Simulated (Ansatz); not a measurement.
# Does relaxation matter for the field gradients of SiO₂?

Start: a structure deposited in the COD.

Space group P4_12_12 (No. 92); a = 4.9780, c = 6.9480 Å.

| site | Wyckoff | site symmetry | x | y | z |
| --- | --- | --- | --- | --- | --- |
| Si | 4a | ..2 | 0.3000 | 0.3000 | 0.0000 |
| O | 8b | 1 | 0.2398 | 0.1032 | 0.1784 |

One atom of each set is listed.

All values are calculated (Ansatz; DFT, PBE, plane waves and PAW (field gradients read without the response of the frozen cores, which leaves them typically 4 to 6 % off), scalar-relativistic, 420 eV cutoff, Γ-centred 5×5×4 k-points, Fermi–Dirac smearing 0.02 eV), not measured.

The largest force at the start is 0.44 eV/Å. Relaxing the ions at fixed cell moves them by 0.073 Å at most (atom 10, O) and 0.062 Å rms.

```
site  moved (Å)               first shell before           first shell after  V_zz before (10²¹ V/m²)  η before
  Si      0.030               4 O at 1.60–1.61 Å               4 O at 1.63 Å                    -0.48      0.83
   O      0.073  2 Si at 1.60–1.61 Å, angle 147°  2 Si at 1.63 Å, angle 143°                     9.46      0.14
```

Question: What are V_zz and η after the relaxation?

Answer: 

```tsv
site	V_zz after	η after	change of V_zz
Si	-0.34	0.85	+0.14
O	9.77	0.19	+0.31
```

The largest change of V_zz is on O, from 9.46 to 9.77. In per cent, |V_zz| changes by +3 on O (all sites that start above 0.5).
